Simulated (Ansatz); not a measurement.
## CrAgO2 (R-3m)

Computed with Ansatz (plane waves, PAW): r²SCAN+U, U_eff = 2.5 eV (Dudarev form) on Cr d, fully localised double counting, collinear spin, scalar-relativistic, 500 eV, PAW set soft_2 (made for PBE), 7×7×7 mesh, Gaussian smearing of 0.05 eV.

```xyz
4
Lattice="1.4925 0.8617 6.1700 -1.4925 0.8617 6.1700 0.0000 -1.7234 6.1700" Properties=species:S:1:pos:R:3 pbc="T T T"
Cr    0.0000    0.0000    9.2550
Ag    0.0000    0.0000    0.0000
O     0.0000    0.0000    2.0713
O     0.0000    0.0000   16.4387
```

The structure is that of a cell as deposited in COD, unrelaxed.

Cell and atoms stay fixed. Atoms count from 1 in the text and from 0 in parts of the program's output.

Two runs on this cell converged from different starts. The ends of their outputs, energies left out (λ are the eigenvalues of a shell's occupation matrix):

Run A:

```
Magnetization: 1.0000 μB (23.0000 up, 22.0000 down)
Absolute magnetization: 1.8900 μB (∫|ρ↑−ρ↓|, with the PAW one-centre terms)
Per-site moments (μB) at R_I (Å): [(0.83577, 0.82477), (-0.00161, 0.85440), (0.00687, 0.82477), (0.00687, 0.82477)]
Fermi energy:    12.890095 eV
--- Forces (eV/Å), atoms counted from 1 ---
  atom   1  Cr     0.00000000     0.00000000     0.00000000
  atom   2  Ag     0.00000000     0.00000000     0.00000000
  atom   3  O      0.00000000     0.03074119     0.56562353
  atom   4  O      0.00000000    -0.03074119    -0.56562353
--- Stress (GPa, compression-positive) ---
       -0.194258       0.000000       0.000000
        0.000000       1.383670      -0.256944
        0.000000      -0.256525       1.062265
  P = ⅓ Tr σ = 0.7506 GPa (7.506 kbar)
--- Löwdin populations: 4 sites ---
  site symbol       q [e]    m [muB]
     0     Cr     12.6719     0.9619
     1     Ag     18.4386    -0.0056
     2      O      6.8523     0.0124
     3      O      6.8523     0.0124
--- Occupation matrices: 1 shell (run DFT+U table (all-electron-ortho-atomic); ε = 1.14e-2) ---
  Cr0 d_3D up     Tr n = 2.6230  λ = 0.091 0.261 0.305 0.982 0.984
  Cr0 d_3D dn     Tr n = 1.6743  λ = 0.088 0.091 0.242 0.273 0.981
```

Run B:

```
Magnetization: 3.0000 μB (24.0000 up, 21.0000 down)
Absolute magnetization: 3.1248 μB (∫|ρ↑−ρ↓|, with the PAW one-centre terms)
Per-site moments (μB) at R_I (Å): [(2.49960, 0.82477), (0.00157, 0.85440), (-0.01507, 0.82477), (-0.01507, 0.82477)]
Fermi energy:    12.938113 eV
--- Forces (eV/Å), atoms counted from 1 ---
  atom   1  Cr     0.00000000     0.00000000     0.00000000
  atom   2  Ag     0.00000000     0.00000000     0.00000000
  atom   3  O      0.00000000     0.00000236     0.38750872
  atom   4  O      0.00000000    -0.00000236    -0.38750872
--- Stress (GPa, compression-positive) ---
        1.882647       0.000000       0.000000
        0.000000       1.882402      -0.000185
        0.000000       0.000032       2.155057
  P = ⅓ Tr σ = 1.9734 GPa (19.734 kbar)
--- Löwdin populations: 4 sites ---
  site symbol       q [e]    m [muB]
     0     Cr     12.6318     2.9226
     1     Ag     18.4399     0.0388
     2      O      6.8672    -0.0071
     3      O      6.8672    -0.0071
--- Occupation matrices: 1 shell (run DFT+U table (all-electron-ortho-atomic); ε = 7.43e-3) ---
  Cr0 d_3D up     Tr n = 3.5716  λ = 0.310 0.310 0.983 0.984 0.984
  Cr0 d_3D dn     Tr n = 0.6826  λ = 0.068 0.080 0.080 0.227 0.227
```

**Question.** Which run lies higher in energy, by how much, and why?

**Answer.** Run A, by 306.2 meV/atom. Run A has 3 filled d spin orbitals, 1 more of one spin than of the other, a gap of 1.73 eV and a whole-number cell moment of 1 μB, as a collinear insulator must have; run B has 3 d electrons in filled orbitals, 3 of them unpaired, the high-spin filling, a gap of 2.04 eV and a whole-number cell moment of 3 μB, as a collinear insulator must have. On Cr1, N↑ − N↓ is 0.95 in size in run A against 2.89 in run B: with fewer parallel spins, run A lacks part of the exchange energy behind Hund's first rule. With J = 0 the Hubbard energy is (U/2) Σ λ(1 − λ), a penalty on fractional natural occupations. The sums Σ λ(1 − λ) over the cell's shells are 1.04 for run B and 1.08 for run A, which at U/2 = 1.25 eV give 1.30 and 1.35 eV per cell. Of the difference of 1.22 eV per cell, the Hubbard term gives 0.06 eV and all other terms 1.17 eV, so the Hubbard term itself makes little of it, though U shapes both states. The other terms are taken on each state's own density, so they aren't the result of a run without U.

With one Cr ion in the cell, Cr moments can't oppose each other.

In the lower state the fixed cell carries a pressure of 2.0 GPa and forces up to 0.39 eV/Å; relaxing would change energies and could change the order of close states.

Run A started from: random orbitals: single harmonics, lower spin (2+1 electrons), moments Cr1 1.00 μB, occupations held for 12 iterations. Run B started from: random orbitals: single harmonics, high spin, moments Cr1 3.00 μB, occupations held until the density converged. At this level the cell was started in 11 ways. Run B holds the lowest state found for this cell, which doesn't make it the ground state. Spin–orbit coupling is left out. U wasn't fitted or computed for this material, so the results show what this U gives and needn't match the real solid. Gaps are Kohn–Sham gaps over the k-mesh alone and may be smaller between its points.
